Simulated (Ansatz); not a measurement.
TePb2S:
```cif
data_Pb6S3Te3
_chemical_formula_sum 'Te3 Pb6 S3'
_space_group_name_H-M_alt 'R-3m :H'
_space_group_IT_number 166
_space_group_name_Hall '-R 3 2"'
_cell_length_a 4.32217
_cell_length_b 4.32217
_cell_length_c 21.11339
_cell_angle_alpha 90.000
_cell_angle_beta 90.000
_cell_angle_gamma 120.000
loop_
_atom_site_label
_atom_site_type_symbol
_atom_site_symmetry_multiplicity
_atom_site_Wyckoff_symbol
_atom_site_fract_x
_atom_site_fract_y
_atom_site_fract_z
_atom_site_occupancy
Te1 Te 3 b 0.00000 0.00000 0.50000 1
Pb1 Pb 6 c 0.00000 0.00000 0.25887 1
S1 S 3 a 0.00000 0.00000 0.00000 1
```
(The calculation used a cell of 4 atoms; values per cell refer to that cell.)

Relaxed with LDA.

**Question.** Which orbitals make up the states near the band edges in DFT-LDA in the program Ansatz with PAW potentials?

**Answer.** Top 1 eV of the valence band: Te 5p 41 %, S 3p 31 %, Pb 6s 15 %, Pb 6p 10 %. Bottom 1 eV of the conduction band: Pb 6p 69 %, S 3s 8 %, Te 5p 7 %, Te 5s 5 %. Projections are on Löwdin-orthogonalised atomic valence shells; empty p or d shells of many metals are not among them.

**Question.** Tabulate the density of states.

**Answer.** States/eV per cell of 4 atoms, in 0.25 eV bins, energy from the valence-band maximum.

| E (eV) | total | Pb 6p | S 3p | Te 5p |
|---|---|---|---|---|
| -7.85 | 1.89 | 0.03 | 0.11 | 0.14 |
| -7.60 | 1.55 | 0.03 | 0.09 | 0.08 |
| -7.35 | 0.83 | 0.01 | 0.07 | 0.04 |
| -7.10 | 0.67 | 0.01 | 0.07 | 0.03 |
| -6.85 | 0.41 | 0.01 | 0.04 | 0.01 |
| -6.60 | 0.26 | 0.00 | 0.02 | 0.01 |
| -6.35 | 0.16 | 0.00 | 0.01 | 0.00 |
| -6.10 | 0.07 | 0.00 | 0.00 | 0.00 |
| -5.85 | 0.00 | 0.00 | 0.00 | 0.00 |
| -5.60 | 0.00 | 0.00 | 0.00 | 0.00 |
| -5.35 | 0.00 | 0.00 | 0.00 | 0.00 |
| -5.10 | 0.18 | 0.08 | 0.05 | 0.05 |
| -4.85 | 0.69 | 0.30 | 0.19 | 0.18 |
| -4.60 | 1.12 | 0.47 | 0.32 | 0.29 |
| -4.35 | 1.48 | 0.60 | 0.46 | 0.36 |
| -4.10 | 1.78 | 0.68 | 0.62 | 0.40 |
| -3.85 | 2.00 | 0.72 | 0.77 | 0.42 |
| -3.60 | 2.76 | 0.93 | 1.15 | 0.56 |
| -3.35 | 3.32 | 1.02 | 1.55 | 0.62 |
| -3.10 | 3.49 | 0.97 | 1.66 | 0.71 |
| -2.85 | 3.31 | 0.85 | 1.56 | 0.73 |
| -2.60 | 3.36 | 0.79 | 1.50 | 0.87 |
| -2.35 | 2.50 | 0.54 | 1.03 | 0.76 |
| -2.10 | 2.66 | 0.58 | 0.76 | 1.10 |
| -1.85 | 3.37 | 0.67 | 0.88 | 1.54 |
| -1.60 | 3.28 | 0.58 | 0.78 | 1.62 |
| -1.35 | 2.98 | 0.47 | 0.68 | 1.54 |
| -1.10 | 3.16 | 0.45 | 0.76 | 1.56 |
| -0.85 | 3.97 | 0.41 | 1.26 | 1.67 |
| -0.60 | 2.25 | 0.22 | 0.72 | 0.85 |
| -0.35 | 0.32 | 0.04 | 0.10 | 0.11 |
| -0.10 | 0.01 | 0.00 | 0.00 | 0.00 |
| 0.15 | 0.00 | 0.00 | 0.00 | 0.00 |
| 0.40 | 0.01 | 0.01 | 0.00 | 0.00 |
| 0.65 | 0.15 | 0.10 | 0.01 | 0.01 |
| 0.90 | 0.60 | 0.40 | 0.03 | 0.04 |
| 1.15 | 1.97 | 1.37 | 0.10 | 0.13 |
| 1.40 | 2.65 | 1.90 | 0.14 | 0.18 |
| 1.65 | 1.88 | 1.39 | 0.11 | 0.13 |
| 1.90 | 2.48 | 1.96 | 0.15 | 0.12 |
| 2.15 | 3.12 | 2.38 | 0.25 | 0.16 |
| 2.40 | 3.24 | 2.31 | 0.37 | 0.20 |
| 2.65 | 2.70 | 1.86 | 0.40 | 0.15 |
| 2.90 | 2.83 | 1.90 | 0.50 | 0.14 |
| 3.15 | 2.21 | 1.39 | 0.51 | 0.09 |
| 3.40 | 1.74 | 1.02 | 0.25 | 0.15 |
| 3.65 | 3.30 | 1.51 | 0.22 | 0.42 |
| 3.90 | 3.02 | 1.57 | 0.21 | 0.48 |
| 4.15 | 4.02 | 2.06 | 0.30 | 0.65 |
| 4.40 | 4.01 | 2.08 | 0.31 | 0.68 |
| 4.65 | 2.54 | 1.30 | 0.22 | 0.50 |
| 4.90 | 2.06 | 1.02 | 0.17 | 0.39 |
| 5.15 | 3.35 | 1.56 | 0.30 | 0.60 |

The first step of the workflow began from a Materials Project structure, measured or hypothetical; the Crystallography Open Database copy checked does not list it. Its standing as an ambient phase is unchecked. The LDA relaxation kept the symmetry of its start; of distortions, only those at the zone centre were tested. Scalar-relativistic: spin–orbit coupling is off unless named, which matters more the heavier the elements.

Potentials: the later of the program's two PAW sets.
